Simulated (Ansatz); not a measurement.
Si2W:
```
CELL_PARAMETERS angstrom
      4.57970     0.00000     0.00000
     -2.28985     3.96614     0.00000
      0.00000     0.00000     6.60884
ATOMIC_POSITIONS crystal
  Si 0.83643 0.67285 0.50000
  Si 0.16357 0.83643 0.83333
  Si 0.32715 0.16357 0.16667
  Si 0.16357 0.32715 0.50000
  Si 0.83643 0.16357 0.83333
  Si 0.67285 0.83643 0.16667
  W  0.00000 0.50000 0.16667
  W  0.50000 0.00000 0.50000
  W  0.50000 0.50000 0.83333
```

Relaxed with r²SCAN. Special points in fractions of this cell's reciprocal vectors: Γ (0.000, 0.000, 0.000); M (0.500, 0.000, 0.000); K (0.333, 0.333, 0.000); A (0.000, 0.000, 0.500); L (0.500, 0.000, 0.500); H (0.333, 0.333, 0.500).

**Question.** List the band energies nearest the valence-band maximum at these points for DFT-r²SCAN with spin–orbit coupling in the program Ansatz with PAW potentials.

**Answer.** In eV from the valence-band maximum; about four levels below and three above (degenerate sets whole), none deeper than 8.9 eV; points with the same levels are listed once.

| k | below | above |
|---|---|---|
| Γ | -2.74 -2.74 -1.01 -1.01 | 2.36 2.36 2.38 2.38 |
| M | -1.26 -1.26 -0.70 -0.70 | 0.10 0.10 0.93 0.93 |
| K | -1.28 -1.28 -1.14 -0.86 -0.86 | 0.99 0.99 1.17 1.17 |
| A | -0.82 -0.82 -0.75 -0.75 | 2.02 2.02 2.22 2.22 |
| L | -1.32 -1.32 0.00 0.00 | 0.82 0.82 1.19 1.19 |
| H | -1.46 -1.46 -0.62 -0.62 | 0.63 0.63 0.63 |

Space group P6_222. The first step of the workflow began from a Materials Project structure, measured or hypothetical; the Crystallography Open Database copy checked does not list it. It is not the phase usual at ambient conditions (space group No. 139). The r²SCAN relaxation kept the symmetry of its start; phonons on a q-mesh show no instability. No spin polarisation was allowed.

Potentials: the later of the program's two PAW sets.
